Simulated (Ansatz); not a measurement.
SnO2 (rutile, space group No. 136), DFT-PBEsol in the program Ansatz with PAW potentials. The conduction-band minimum lies at Γ, with 1 equivalent valley. Second derivatives d²E/dk² of the lowest band at one valley (eV·Å²), along Cartesian directions:

```
direction  d²E/dk²
---------  -------
[100]        40.98
[010]        40.98
[001]        45.37
[110]        40.98
[101]        43.17
[011]        43.17
```

Task: Find the principal effective masses, the density-of-states mass and the conductivity mass.

Result: Off-diagonal terms follow from H_xy = H[110] − (H_xx + H_yy)/2, and m*/mₑ = 7.620 eV·Å² over each eigenvalue: 0.17, 0.19, 0.19. One valley's DOS mass (m₁m₂m₃)^(1/3) = 0.18, conductivity mass 3/(Σ 1/mᵢ) = 0.18 mₑ.

Task: What effective density of states Nc follows at 300 K for parabolic valleys?

Result: Nc = 2.509e19 × 1 × (0.18)^(3/2) ≈ 1.9e18 cm⁻³.

Space group P4_2/mnm (rutile). The PBEsol relaxation kept the symmetry of its start. Spin–orbit coupling is left out wherever it is not named.

Potentials: the later of the program's two PAW sets.

Edges and masses are those of Kohn–Sham bands, whose gap is no quasiparticle gap.
